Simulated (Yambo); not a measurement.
Data:

```xyz
4
Lattice="4.0107 0.0000 0.0000 -2.0053 3.4733 0.0000 0.0000 0.0000 6.4163" Properties=species:S:1:pos:R:3 pbc="T T T"
Li     2.0053     1.1578     5.6339
Li     0.0000     2.3156     2.4257
Br     2.0053     1.1578     3.1886
Br     0.0000     2.3156     6.3968
```

Workflow: PBEsol (Quantum ESPRESSO, PseudoDojo norm-conserving, 74 Ry, no spin-orbit coupling), then G0W0 in Yambo (3×3×2 Γ-centred k mesh, bands 3 to 174 and a 8 Ry block in the screening, 174 bands in G with the Bruneval-Gonze terminator, plasmon pole fitted at 27.2 eV).

Give the PBEsol and G0W0 gaps between the band edges found on this mesh, and say where the edges lie.

Edges: Γ → Γ. PBEsol: 5.06 eV; G0W0: 7.56 eV. Convergence of the G0W0 settings was not tested. The k mesh is coarse. Spin-orbit splittings are left out.

Geometry strained from the cell relaxed with PBEsol, atoms relaxed again.

This is not the ordinary phase of the substance; no match was found in the copy of COD used, and its stability was not checked.
